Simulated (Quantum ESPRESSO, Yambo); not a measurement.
WS₂ monolayer at +5 % biaxial strain: DFT and GW levels

```
CELL_PARAMETERS angstrom
      3.30290     0.00000     0.00000
     -1.65145     2.86039     0.00000
      0.00000     0.00000    16.10000
ATOMIC_POSITIONS crystal
  S  0.00000 0.00000 0.90600
  S  0.00000 0.00000 0.09400
  W  0.66667 0.33333 0.00000
```

The PBEsol cell relaxed from Materials Project entry mp-224 was given a biaxial strain of +5 % in the plane, and the atoms were relaxed again, with the Coulomb interaction truncated along z.

Starting point: norm-conserving PBEsol (Quantum ESPRESSO, 74 Ry, without SOC). G0W0 in Yambo: 6×6×1 Γ-centred k mesh, bands 2 to 131 and a 8 Ry block in the screening, 131 bands in G with the Bruneval-Gonze terminator, plasmon pole fitted at 27.2 eV, slab-truncated Coulomb interaction, stochastic integration of W near q = 0.

| Property | Value |
|---|---|
| PBEsol gap along the band path | 0.84 eV |
| PBEsol gap between the mesh's edge points (Γ → K) | 0.84 eV |
| G0W0 gap between the same points | 1.74 eV |
| PBEsol smallest direct gap on the mesh (at K) | 1.35 eV |
| G0W0 direct gap at that point | 2.16 eV |

```json
[
 {"k point": "Γ", "band": "VB", "E PBEsol (eV)": "0.00", "E QP (eV)": "-0.17", "shift (eV)": "-0.17", "Z": "0.74"},
 {"k point": "Γ", "band": "CB", "E PBEsol (eV)": "2.22", "E QP (eV)": "2.82", "shift (eV)": "0.60", "Z": "0.74"},
 {"k point": "M", "band": "VB", "E PBEsol (eV)": "-1.22", "E QP (eV)": "-1.54", "shift (eV)": "-0.32", "Z": "0.74"},
 {"k point": "M", "band": "CB", "E PBEsol (eV)": "1.93", "E QP (eV)": "2.76", "shift (eV)": "0.83", "Z": "0.73"},
 {"k point": "K", "band": "VB", "E PBEsol (eV)": "-0.51", "E QP (eV)": "-0.60", "shift (eV)": "-0.09", "Z": "0.74"},
 {"k point": "K", "band": "CB", "E PBEsol (eV)": "0.84", "E QP (eV)": "1.57", "shift (eV)": "0.73", "Z": "0.74"}
]
```

Energies count from the PBEsol valence-band maximum.

Convergence of the G0W0 settings was not tested.

Without spin-orbit coupling, band edges of such heavy elements can be off by tenths of an eV.
